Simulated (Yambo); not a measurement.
**Optical response of ScF$_{3}$**

```xyz
8
Lattice="2.8514 1.6463 4.6534 -2.8514 1.6463 4.6534 0.0000 -3.2925 4.6534" Properties=species:S:1:pos:R:3 pbc="T T T"
F      1.3589    -0.9388     8.1434
F     -1.3589     0.9388     5.8167
F      0.1336     1.6463     8.1434
F     -0.1336    -1.6463     5.8167
F     -1.4925    -0.7075     8.1434
F      1.4925     0.7075     5.8167
Sc     0.0000     0.0000     6.9800
Sc     0.0000     0.0000     0.0000
```

Yambo, RPA with local fields on LDA bands; 4×4×4 mesh, 107 bands, 3 Ry local-field block, 0.2 eV broadening; field along z.

```json
[
 {"E (eV)": "0.0", "Im ε": "0.00", "Re ε": "2.25", "Im ε, independent particles": "0.00"},
 {"E (eV)": "0.6", "Im ε": "0.00", "Re ε": "2.25", "Im ε, independent particles": "0.00"},
 {"E (eV)": "1.2", "Im ε": "0.01", "Re ε": "2.27", "Im ε, independent particles": "0.01"},
 {"E (eV)": "1.9", "Im ε": "0.01", "Re ε": "2.30", "Im ε, independent particles": "0.01"},
 {"E (eV)": "2.5", "Im ε": "0.01", "Re ε": "2.33", "Im ε, independent particles": "0.02"},
 {"E (eV)": "3.1", "Im ε": "0.02", "Re ε": "2.39", "Im ε, independent particles": "0.02"},
 {"E (eV)": "3.8", "Im ε": "0.03", "Re ε": "2.47", "Im ε, independent particles": "0.03"},
 {"E (eV)": "4.4", "Im ε": "0.04", "Re ε": "2.58", "Im ε, independent particles": "0.04"},
 {"E (eV)": "5.0", "Im ε": "0.07", "Re ε": "2.75", "Im ε, independent particles": "0.07"},
 {"E (eV)": "5.6", "Im ε": "0.12", "Re ε": "3.02", "Im ε, independent particles": "0.13"},
 {"E (eV)": "6.2", "Im ε": "0.32", "Re ε": "3.58", "Im ε, independent particles": "0.35"},
 {"E (eV)": "6.9", "Im ε": "1.71", "Re ε": "4.05", "Im ε, independent particles": "1.93"},
 {"E (eV)": "7.5", "Im ε": "3.42", "Re ε": "2.22", "Im ε, independent particles": "3.19"},
 {"E (eV)": "8.1", "Im ε": "1.40", "Re ε": "1.98", "Im ε, independent particles": "1.26"},
 {"E (eV)": "8.8", "Im ε": "1.75", "Re ε": "2.23", "Im ε, independent particles": "1.70"},
 {"E (eV)": "9.4", "Im ε": "1.79", "Re ε": "2.11", "Im ε, independent particles": "1.76"},
 {"E (eV)": "10.0", "Im ε": "3.27", "Re ε": "1.28", "Im ε, independent particles": "3.24"},
 {"E (eV)": "10.6", "Im ε": "1.70", "Re ε": "-0.04", "Im ε, independent particles": "1.70"},
 {"E (eV)": "11.2", "Im ε": "1.19", "Re ε": "0.76", "Im ε, independent particles": "1.25"},
 {"E (eV)": "11.9", "Im ε": "0.83", "Re ε": "0.36", "Im ε, independent particles": "0.86"},
 {"E (eV)": "12.5", "Im ε": "0.64", "Re ε": "0.85", "Im ε, independent particles": "0.74"},
 {"E (eV)": "13.1", "Im ε": "0.72", "Re ε": "0.75", "Im ε, independent particles": "0.81"},
 {"E (eV)": "13.8", "Im ε": "0.60", "Re ε": "0.79", "Im ε, independent particles": "0.72"},
 {"E (eV)": "14.4", "Im ε": "0.58", "Re ε": "0.97", "Im ε, independent particles": "0.69"},
 {"E (eV)": "15.0", "Im ε": "0.39", "Re ε": "0.87", "Im ε, independent particles": "0.46"},
 {"E (eV)": "15.6", "Im ε": "0.41", "Re ε": "1.13", "Im ε, independent particles": "0.52"},
 {"E (eV)": "16.2", "Im ε": "0.55", "Re ε": "1.20", "Im ε, independent particles": "0.65"},
 {"E (eV)": "16.9", "Im ε": "0.42", "Re ε": "1.08", "Im ε, independent particles": "0.50"},
 {"E (eV)": "17.5", "Im ε": "0.51", "Re ε": "1.20", "Im ε, independent particles": "0.60"},
 {"E (eV)": "18.1", "Im ε": "0.48", "Re ε": "1.24", "Im ε, independent particles": "0.57"},
 {"E (eV)": "18.8", "Im ε": "0.73", "Re ε": "1.24", "Im ε, independent particles": "0.84"},
 {"E (eV)": "19.4", "Im ε": "0.82", "Re ε": "1.23", "Im ε, independent particles": "0.92"},
 {"E (eV)": "20.0", "Im ε": "0.63", "Re ε": "0.80", "Im ε, independent particles": "0.68"}
]
```

Structure narrower than a few tenths of an eV can come from the finite k mesh. Convergence of the RPA response with its 4×4×4 mesh was not tested. No excitonic effects at this level.

Geometry of the Materials Project entry, not relaxed at this level.

The structure is a Materials Project entry; no match was found in the copy of COD used, and its stability was not checked.
